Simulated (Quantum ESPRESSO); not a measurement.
Simulation results for TaAl$_{5}$VCu (simulated cell)

Computed with Quantum ESPRESSO 7.5. Calculation on a made-up metal alloy cell, not a measurement: no spin or spin-orbit, unrelaxed, 2900 K smearing, stress positive in tension, cell energy less fitted offsets; periodic Kohn-Sham density functional theory in plane waves with PseudoDojo standard norm-conserving scalar-relativistic pseudopotentials, each functional with its own files (v0.5 for PBE, v0.4.1 for LDA and PBEsol), eight atoms on drawn sites of a strained close-packed or body-centred lattice, each displaced and held fixed; the energy is the cell's free energy, ions and the entropy term -TS included, at the stated Fermi-Dirac width, less a fixed offset for each atom's element (shifted free energy); compositions with an open d shell lost a parallel starting moment in a cheaper test run, and other magnetic orders were not tried; an error bar is the largest change of its kind in a tighter rerun, never given below 0.002 eV, 0.02 GPa or 0.003 eV/angstrom, and covers cutoff and k-mesh only, not smearing or the files.

Common to all runs: lattice type hexagonal close-packed; functional pbe; cutoff 1252 eV; fermi dirac smearing 0.25 eV; electrons removed 0; run command mpirun -np 4 pw.x -nk 4 -in in; run processor Intel Xeon, older, virtual cores; k mesh 10 x 6 x 3 shifted half a step off Gamma on each axis.

Notes on all entries: the copper pseudopotential is less sure than most, with forces differing by about three percent and pressure by about two GPa from a second method on plain copper; heavy elements are run without spin-orbit coupling, which real alloys of them have; a spin test at this wide smearing found no moment, but such smearing suppresses magnetism that the real alloy may have; lattice, volume and sites are drawn at random and may be unstable or far from any real phase; energies are for the whole cell, less offsets fitted to these runs, so they are not formation energies.

(1) 
```cif
# cell vector a (Å): -2.7251 0.0032 0.0211
# cell vector b (Å): 0.0353 -0.0431 -4.6122
# cell vector c (Å): 0.0113 -9.6111 -0.0893
data_TaAl5VCu
_symmetry_space_group_name_H-M 'P 1'
_symmetry_Int_Tables_number 1
_cell_length_a 2.7252
_cell_length_b 4.6125
_cell_length_c 9.6115
_cell_angle_alpha 88.932
_cell_angle_beta 90.139
_cell_angle_gamma 90.883
_cell_volume 120.78
loop_
_atom_site_label
_atom_site_type_symbol
_atom_site_fract_x
_atom_site_fract_y
_atom_site_fract_z
_atom_site_occupancy
Cu1 Cu 0.98375 0.99842 0.01417 1
Ta1 Ta 0.05055 0.97476 0.50806 1
V1 V 0.95383 0.51067 0.34048 1
Al1 Al 0.03412 0.50968 0.83866 1
Al2 Al 0.48775 0.00755 0.25600 1
Al3 Al 0.52893 0.98795 0.75271 1
Al4 Al 0.49464 0.46364 0.07776 1
Al5 Al 0.48884 0.47419 0.59304 1
_calc_entropy_term_negative_ts -0.912  # eV
_calc_pressure 4.02  # GPa
_calc_stress_xx -5.8  # GPa
_calc_stress_yy -3.6  # GPa
_calc_stress_zz -2.66  # GPa
_calc_stress_yz 1.22  # GPa
_calc_stress_xz -0.5  # GPa
_calc_stress_xy -1.51  # GPa
_calc_shifted_free_energy -0.021  # eV
```

Atoms:
```tsv
atoms element	atom site	atom energy offset (eV)
Cu	1	-5159.25
Ta	2	-1771.44
V	3	-2008.71
Al	4	-63.26
Al	5	-63.26
Al	6	-63.26
Al	7	-63.26
Al	8	-63.26
```

Forces:
```tsv
site	x (eV/Å)	y (eV/Å)	z (eV/Å)
1	-0.012	0.44	0.274
2	0.247	0.804	-0.327
3	0.21	0.096	0.476
4	0.289	-0.358	0.367
5	-0.082	0.547	0.207
6	-0.204	-1.016	-0.289
7	0.01	-1.03	-0.594
8	-0.459	0.518	-0.114
```

Notes: error bars: energy 0.004 eV, stress 0.13 GPa, force 0.014 eV/Å, from a tighter rerun of this cell; 20 SCF iterations, 498 s of wall time on a shared machine.

(2) 
```cif
# cell vector a (Å): -2.7251 0.0032 0.0211
# cell vector b (Å): 0.0353 -0.0431 -4.6122
# cell vector c (Å): 0.0113 -9.6111 -0.0893
data_TaAl5VCu
_symmetry_space_group_name_H-M 'P 1'
_symmetry_Int_Tables_number 1
_cell_length_a 2.7252
_cell_length_b 4.6125
_cell_length_c 9.6115
_cell_angle_alpha 88.932
_cell_angle_beta 90.139
_cell_angle_gamma 90.883
_cell_volume 120.78
loop_
_atom_site_label
_atom_site_type_symbol
_atom_site_fract_x
_atom_site_fract_y
_atom_site_fract_z
_atom_site_occupancy
Al1 Al 0.98375 0.99842 0.01417 1
Ta1 Ta 0.05055 0.97476 0.50806 1
V1 V 0.95383 0.51067 0.34048 1
Al2 Al 0.03412 0.50968 0.83866 1
Cu1 Cu 0.48775 0.00755 0.25600 1
Al3 Al 0.52893 0.98795 0.75271 1
Al4 Al 0.49464 0.46364 0.07776 1
Al5 Al 0.48884 0.47419 0.59304 1
_calc_entropy_term_negative_ts -1.033  # eV
_calc_pressure 4.87  # GPa
_calc_stress_xx -6.66  # GPa
_calc_stress_yy -2.41  # GPa
_calc_stress_zz -5.56  # GPa
_calc_stress_yz -0.11  # GPa
_calc_stress_xz -0.68  # GPa
_calc_stress_xy -1.02  # GPa
_calc_shifted_free_energy 0.692  # eV
```

Atoms:
```tsv
atoms element	atom site	atom energy offset (eV)
Al	1	-63.26
Ta	2	-1771.44
V	3	-2008.71
Al	4	-63.26
Cu	5	-5159.25
Al	6	-63.26
Al	7	-63.26
Al	8	-63.26
```

Forces:
```tsv
site	x (eV/Å)	y (eV/Å)	z (eV/Å)
1	-0.062	-0.037	0.764
2	0.215	1.23	-0.363
3	0.182	0.033	0.432
4	0.262	-0.184	0.39
5	-0.042	0.467	0.006
6	-0.182	-0.51	-0.27
7	0.079	-1.675	-0.838
8	-0.452	0.676	-0.122
```

Notes: error bars: energy 0.004 eV, stress 0.13 GPa, force 0.014 eV/Å, from a tighter rerun of a related cell, whose elements or sites may differ; 19 SCF iterations, 487 s of wall time on a shared machine.

(3) 
```cif
# cell vector a (Å): -2.7251 0.0032 0.0211
# cell vector b (Å): 0.0353 -0.0431 -4.6122
# cell vector c (Å): 0.0113 -9.6111 -0.0893
data_TaAl5VCu
_symmetry_space_group_name_H-M 'P 1'
_symmetry_Int_Tables_number 1
_cell_length_a 2.7252
_cell_length_b 4.6125
_cell_length_c 9.6115
_cell_angle_alpha 88.932
_cell_angle_beta 90.139
_cell_angle_gamma 90.883
_cell_volume 120.78
loop_
_atom_site_label
_atom_site_type_symbol
_atom_site_fract_x
_atom_site_fract_y
_atom_site_fract_z
_atom_site_occupancy
Al1 Al 0.98375 0.99842 0.01417 1
Ta1 Ta 0.05055 0.97476 0.50806 1
V1 V 0.95383 0.51067 0.34048 1
Al2 Al 0.03412 0.50968 0.83866 1
Al3 Al 0.48775 0.00755 0.25600 1
Cu1 Cu 0.52893 0.98795 0.75271 1
Al4 Al 0.49464 0.46364 0.07776 1
Al5 Al 0.48884 0.47419 0.59304 1
_calc_entropy_term_negative_ts -0.969  # eV
_calc_pressure 4.66  # GPa
_calc_stress_xx -7.44  # GPa
_calc_stress_yy -4  # GPa
_calc_stress_zz -2.53  # GPa
_calc_stress_yz -0.22  # GPa
_calc_stress_xz -0.56  # GPa
_calc_stress_xy -1.22  # GPa
_calc_shifted_free_energy 0.354  # eV
```

Atoms:
```tsv
atoms element	atom site	atom energy offset (eV)
Al	1	-63.26
Ta	2	-1771.44
V	3	-2008.71
Al	4	-63.26
Al	5	-63.26
Cu	6	-5159.25
Al	7	-63.26
Al	8	-63.26
```

Forces:
```tsv
site	x (eV/Å)	y (eV/Å)	z (eV/Å)
1	-0.028	1.189	0.77
2	0.296	0.747	-0.368
3	0.274	-0.124	0.446
4	0.219	0.185	0.017
5	-0.085	-0.265	0.173
6	-0.166	-0.597	-0.068
7	0.026	-1.321	-1.034
8	-0.535	0.187	0.064
```

Notes: error bars: energy 0.004 eV, stress 0.13 GPa, force 0.014 eV/Å, from a tighter rerun of a related cell, whose elements or sites may differ; 21 SCF iterations, 477 s of wall time on a shared machine.

(4) 
```cif
# cell vector a (Å): -2.7251 0.0032 0.0211
# cell vector b (Å): 0.0353 -0.0431 -4.6122
# cell vector c (Å): 0.0113 -9.6111 -0.0893
data_TaAl5VCu
_symmetry_space_group_name_H-M 'P 1'
_symmetry_Int_Tables_number 1
_cell_length_a 2.7252
_cell_length_b 4.6125
_cell_length_c 9.6115
_cell_angle_alpha 88.932
_cell_angle_beta 90.139
_cell_angle_gamma 90.883
_cell_volume 120.78
loop_
_atom_site_label
_atom_site_type_symbol
_atom_site_fract_x
_atom_site_fract_y
_atom_site_fract_z
_atom_site_occupancy
Al1 Al 0.98375 0.99842 0.01417 1
Ta1 Ta 0.05055 0.97476 0.50806 1
V1 V 0.95383 0.51067 0.34048 1
Al2 Al 0.03412 0.50968 0.83866 1
Al3 Al 0.48775 0.00755 0.25600 1
Al4 Al 0.52893 0.98795 0.75271 1
Cu1 Cu 0.49464 0.46364 0.07776 1
Al5 Al 0.48884 0.47419 0.59304 1
_calc_entropy_term_negative_ts -0.971  # eV
_calc_pressure 4.51  # GPa
_calc_stress_xx -6.81  # GPa
_calc_stress_yy -5.05  # GPa
_calc_stress_zz -1.67  # GPa
_calc_stress_yz 0.13  # GPa
_calc_stress_xz -0.56  # GPa
_calc_stress_xy -1.24  # GPa
_calc_shifted_free_energy 0.251  # eV
```

Atoms:
```tsv
atoms element	atom site	atom energy offset (eV)
Al	1	-63.26
Ta	2	-1771.44
V	3	-2008.71
Al	4	-63.26
Al	5	-63.26
Al	6	-63.26
Cu	7	-5159.25
Al	8	-63.26
```

Forces:
```tsv
site	x (eV/Å)	y (eV/Å)	z (eV/Å)
1	-0.004	0.4	0.28
2	0.229	0.994	-0.343
3	0.163	-0.172	0.414
4	0.207	-0.883	0.416
5	-0.063	0.076	-0.076
6	-0.188	-0.544	-0.252
7	0.112	-0.39	-0.319
8	-0.455	0.519	-0.12
```

Notes: error bars: energy 0.004 eV, stress 0.13 GPa, force 0.014 eV/Å, from a tighter rerun of a related cell, whose elements or sites may differ; 18 SCF iterations, 433 s of wall time on a shared machine.
